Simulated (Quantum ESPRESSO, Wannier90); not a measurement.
# Si (P6₃/mmc, model phase), plane waves to Wannier functions

```yaml
crystal:
  lattice:
    - [3.83132, 0.00000, 0.00000]
    - [-1.91566, 3.31802, 0.00000]
    - [0.00000, 0.00000, 6.33262]
  atoms:
    - { symbol: Si, position: [0.33333, 0.66667, 0.06301] }
    - { symbol: Si, position: [0.66667, 0.33333, 0.93699] }
    - { symbol: Si, position: [0.66667, 0.33333, 0.56301] }
    - { symbol: Si, position: [0.33333, 0.66667, 0.43699] }
```

Cell from Materials Project (mp-165), symmetrised, no further relaxation. This isn't the element's usual structure (diamond); take it as a model of another phase. Method: PBEsol plane waves in Quantum ESPRESSO 7.5 (PseudoDojo norm-conserving files, 29 Ry, no spin polarisation, no spin-orbit coupling), Bloch states on a 12×12×6 mesh through Γ, Wannier90 4.0.1. Density: 12×12×6 mesh, Gaussian smearing 0.01 Ry.

The plane-wave run has 26 bands and 16 electrons a cell. On the energy scale of pw.x, whose zero is arbitrary, the valence-band maximum lies at 6.38 eV.

Isolated groups of bands, relative to the valence-band maximum (bands from 9 on overlap up to the last one computed):

```json
[
 {"bands": "1–8", "from (eV)": "-12.23", "to (eV)": "0.00", "filling": "filled", "weight on atomic waves": "Si 3p 70 %, Si 3s 29 %"}
]
```

Input w.win, without the blocks of cell, atoms and k-points (864 lines):

```
num_bands = 26
num_wann = 16
num_iter = 1000
conv_tol = 1.0e-6
conv_window = 4
dis_num_iter = 1000
dis_conv_tol = 1.0e-6
dis_froz_max = 12.33
write_hr = true
write_u_matrices = true
begin projections
f=0.32638,-0.33750,0.05602: s;p
f=-0.33553,0.32886,-0.07055: s;p
f=-0.31842,0.34265,-0.43719: s;p
f=0.34128,-0.34045,0.43716: s;p
end projections
mp_grid = 12 12 6
```

wannier90.x stops with:
```
dis_windows: More states in the frozen window than target WFs
```
At some k-point more bands lie below dis_froz_max than there are Wannier functions, and every frozen state has to fit into the subspace. Mended as below, all else unchanged, the run goes through (Ω_I = 29.1 Å²) and follows the plane-wave bands to 5.4 meV rms (states up to 1.3 eV relative to the valence-band maximum).
```
dis_froz_max = 8.19
```
